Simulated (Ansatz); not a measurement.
Nb (bcc)

Level of theory: DFT, PBEsol, scalar-relativistic, no spin polarisation; plane waves to 420 eV with PAW datasets (Ansatz 0.2.0), 18×18×18 k-mesh, Gaussian smearing of 0.05 eV. The datasets are Ansatz's generated set soft_2.

```cif
data_structure
_symmetry_space_group_name_H-M 'P 1'
_symmetry_Int_Tables_number 1
_cell_length_a 2.8336
_cell_length_b 2.8336
_cell_length_c 2.8336
_cell_angle_alpha 109.471
_cell_angle_beta 109.471
_cell_angle_gamma 109.471
_cell_volume 17.51
loop_
_atom_site_label
_atom_site_type_symbol
_atom_site_fract_x
_atom_site_fract_y
_atom_site_fract_z
_atom_site_occupancy
Nb1 Nb 0.00000 0.00000 0.00000 1
```

Which orbitals carry the states at the Fermi level, and how many states are there?

Within 0.1 eV of it: Nb 4d 88 %, Nb 5s 10 % (shares among the projected shells). The density of states at the Fermi level is about 1.5 states/eV per cell, averaged over 0.3 eV.

Density of states (tetrahedra, averaged over 0.5 eV; states/eV per cell of 1 atom; energy in eV from the Fermi level):

| E (eV) | DOS |
| --- | --- |
| -5.60 | 0.04 |
| -5.10 | 0.07 |
| -4.60 | 0.11 |
| -4.10 | 0.16 |
| -3.60 | 0.78 |
| -3.10 | 1.15 |
| -2.60 | 1.38 |
| -2.10 | 0.74 |
| -1.60 | 1.64 |
| -1.10 | 1.38 |
| -0.60 | 1.14 |
| -0.10 | 1.80 |
| 0.40 | 0.76 |
| 0.90 | 0.47 |
| 1.40 | 0.49 |
| 1.90 | 0.80 |
| 2.40 | 0.97 |
| 2.90 | 1.20 |
| 3.40 | 1.37 |
| 3.90 | 1.55 |
| 4.40 | 1.74 |
| 4.90 | 0.77 |
| 5.40 | 0.61 |
| 5.90 | 0.47 |

With 13 valence electrons in the calculation's cell and no magnetic order, the bands, two electrons each, can't all be full or empty: band theory demands a metal. (Only strong correlation, outside this picture, could make a Mott insulator of it.)
